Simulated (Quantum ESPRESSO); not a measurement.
## One change at a time to HfPt2RuW4

These are calculations, not measurements. They come from Quantum ESPRESSO 7.5, a public plane-wave density functional program. Each row is one single-point run on a made-up periodic cell of eight metal atoms, with elements, volume, strain and displacements drawn at random and not relaxed, so a cell may be unstable or far from any real phase. There is no spin polarisation or spin-orbit coupling.

Settings: PBE unless stated; PseudoDojo standard norm-conserving files; Fermi-Dirac width 0.25 eV, which means electrons at about 2900 K; cutoff 1143 eV; 8 x 4 x 4 k mesh shifted half a step off Gamma. E is the free energy of the whole cell (internal energy minus TS), so a -TS column is already part of it. Stress is positive in tension, and the pressure P is minus a third of its trace.

Checks: one run of this series was repeated at a higher cutoff and on a denser mesh, which moved values by no more than 0.005 eV, 0.18 GPa and 0.015 eV/Å, and a second program with other atomic files agreed on it to 2 % rms in force and 0.5 GPa in pressure. Known limits: heavy elements are run without spin-orbit coupling, which real alloys of them have; a spin test at this wide smearing found no moment, but such smearing suppresses magnetism that the real alloy may have.

The lattice is hexagonal close-packed, and the cell vectors in Å are (-2.896, -0.009, -0.012); (-0.004, 4.952, -4.418); (-0.033, -4.985, -4.455), a volume of 127.64 Å³ in run 1. The elements on sites 1 to 8 are W W Pt Pt Ru Hf W W. Each later run makes one change to run 1 and keeps the rest. E is counted from run 1, and is n/a where other atomic files have another zero of energy.

```
run,change,V (Å³),P (GPa),-TS (eV),rms force (eV/Å),largest change of a force component (eV/Å),E (eV)
1,none,127.64,7.18,-1.601,0.867,0.000,0.000
2,sites 6 and 7 exchanged,127.64,7.30,-1.617,0.935,1.921,0.195
3,all lengths scaled by -0.55 %,125.55,11.92,-1.571,0.895,0.101,0.125
4,PBEsol in place of PBE,127.64,-1.59,-1.604,0.858,0.070,n/a
5,V on site 2,127.64,2.44,-1.782,0.709,0.783,n/a
6,site 1 moved by +0.23 Å along y,127.64,9.53,-1.581,1.626,3.605,?
```

## Worked estimate

Along the move dE = -F dx. The force on site 1 along y is -1.815 eV/Å in run 1 and -5.420 eV/Å in run 6, and the move is +0.23 Å, so the mean force times the move gives an estimate.

## Withheld value

Question: what E should run 6 give?

The estimate is 0.832 eV. The calculation gave 0.807 eV. The mean of two end points misses the curvature of the force.
